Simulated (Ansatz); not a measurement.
**Lu, a known structure type with other elements, at an estimated volume**

```
CELL_PARAMETERS angstrom
-1.97078 1.97078 1.62264
1.97078 -1.97078 1.62264
1.97078 1.97078 -1.62264
ATOMIC_POSITIONS crystal
Lu 0.00000 0.00000 0.00000
```

Single point in Ansatz 0.2.0 with r2SCAN, no spin polarisation. Cutoff 500 eV, PAW datasets, 13×13×13 Γ-centred k mesh, fermi-dirac filling (width 0.0808 eV).

(1) What do density and ELF say about some of the short contacts?

(2) What happens at the Fermi level?

(3) What does the stress say?

Origin: a known structure type with other elements, at an estimated volume, so it need not be a known compound. Caveats: many states at the Fermi level without spin polarisation, so a magnetic state may lie lower.

It took 42 s on 1 thread of Arm Neoverse N1, on a shared host, peak memory 0.45 GiB, starting from a saved density. The time holds forces, stress, Bader, DOS, bands, ELF.

Results:

(1) Lu–Lu at 3.23 Å: least valence density 0.13 e/Å³ and ELF 0.13 there. These are pseudo-fields; inside the PAW spheres they differ from the all-electron ones.

(2) It is a metal, with about 1.6 states/eV a cell as the mean within 0.25 eV of the Fermi level, mostly Lu d (90 %).

(3) The pressure is 8.7 GPa (compression positive), so with the atoms held at these fractions the cell would first expand. The principal stresses 6.5, 6.5, 13.0 GPa differ, so its shape would change too.
